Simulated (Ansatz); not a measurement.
Cu3Pd (Cu3Au type)

```yaml
crystal:
  lattice:
    - [3.65466, 0.00000, 0.00000]
    - [0.00000, 3.65466, 0.00000]
    - [0.00000, 0.00000, 3.65466]
  atoms:
    - { symbol: Cu, position: [0.00000, 0.50000, 0.50000] }
    - { symbol: Cu, position: [0.50000, 0.00000, 0.50000] }
    - { symbol: Cu, position: [0.50000, 0.50000, 0.00000] }
    - { symbol: Pd, position: [0.00000, 0.00000, 0.00000] }
```

E(V) scan at fixed shape, V₀ the volume above. Symmetry pins the atoms to their sites.

Calculation: PBEsol (plane waves to 420 eV, PAW, scalar-relativistic; Ansatz, a program for electronic structure). k mesh 13×13×13 (Γ-centred), Fermi-Dirac smearing 0.05 eV. Compression counts positive. Cu3Pd is run without spin polarisation. Cu3Pd was relaxed with its symmetry unable to fall.

At one point of the scan the stress tensor (GPa) is:

```
   -7.0      0.0      0.0
    0.0     -7.0      0.0
    0.0      0.0     -7.0
```

Task: Which point is it?
A. V/V₀ = 1.045
B. V/V₀ = 1.060
C. V/V₀ = 1.030
D. V/V₀ = 1.015

Result: A, V/V₀ = 1.045

(A scan under strain: stresses follow from slopes of the energy per volume, elastic moduli from its curvatures.)
